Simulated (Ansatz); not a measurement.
**NaF: from a starting cell to a relaxed one**

The start is a relaxed NaF cell with every coordinate shifted by Gaussian noise of σ = 0.2 Å. The structure is fully relaxed (lattice and positions, P = 0) with r2SCAN (plane waves to 500 eV, PAW, scalar-relativistic; Ansatz, a first-principles code). The first steps use a coarse 9×9×9 k-mesh.

Initial structure:
```yaml
crystal:
  lattice:
    - [0.00000, 2.29717, 2.29717]
    - [2.29717, 0.00000, 2.29717]
    - [2.29717, 2.29717, 0.00000]
  atoms:
    - { symbol: Na, position: [0.83494, 0.07076, 0.06095] }
    - { symbol: F, position: [0.52532, 0.65912, 0.44145] }
```

Energy released: 0.68 eV/atom
Relative to the parent: It relaxes back to the parent, Fm-3m (No. 225)
Band gap at the end: 7.28 eV, direct at Γ (no spin-orbit coupling)
Optimiser moves: 6

Relaxed structure:

```cif
data_F4Na4
_chemical_formula_sum 'Na4 F4'
_space_group_name_H-M_alt 'Fm-3m'
_space_group_IT_number 225
_space_group_name_Hall '-F 4 2 3'
_cell_length_a 4.59491
_cell_length_b 4.59491
_cell_length_c 4.59491
_cell_angle_alpha 90.000
_cell_angle_beta 90.000
_cell_angle_gamma 90.000
loop_
_atom_site_label
_atom_site_type_symbol
_atom_site_symmetry_multiplicity
_atom_site_Wyckoff_symbol
_atom_site_fract_x
_atom_site_fract_y
_atom_site_fract_z
_atom_site_occupancy
Na1 Na 4 b 0.50000 0.50000 0.50000 1
F1 F 4 a 0.00000 0.00000 0.00000 1
```
(The calculation used a cell of 2 atoms; values per cell refer to that cell.)

Final values are on a 12×12×12 k-mesh of the relaxed cell. The start holds a very short contact (Na–F 1.67 Å). No spin polarisation in the result.
